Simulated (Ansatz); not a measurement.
Relaxed SiC (wurtzite):

```
CELL_PARAMETERS angstrom
      3.07531     0.00000     0.00000
     -1.53765     2.66329     0.00000
      0.00000     0.00000     5.04816
ATOMIC_POSITIONS crystal
  Si 0.66667 0.33333 0.00050
  Si 0.33333 0.66667 0.50050
  C  0.66667 0.33333 0.62470
  C  0.33333 0.66667 0.12470
```

All values below come from r2SCAN (plane waves to 500 eV, PAW, scalar-relativistic; Ansatz, a quantum-chemistry and plane-wave program). k mesh 10×10×5 (Γ-centred), Fermi-Dirac smearing 0.05 eV. SiC was relaxed with its symmetry unable to fall.

One atom of the cell was then moved (with its periodic images), all else fixed, and the forces (eV/Å) came out as:

```tsv
atom	Fx	Fy	Fz
Si1	-1.567	-1.297	-0.773
Si2	-0.170	-0.167	-0.448
C3	-0.011	-0.007	-0.423
C4	1.748	1.471	1.644
```

Problem. Which atom was moved, and by which vector (Å)?

Solution. C4, by (-0.06, -0.06, -0.06), 0.11 Å in all.

(A displaced cell: forces are minus the slopes of the energy, force constants its curvatures, and phonons follow from these.)
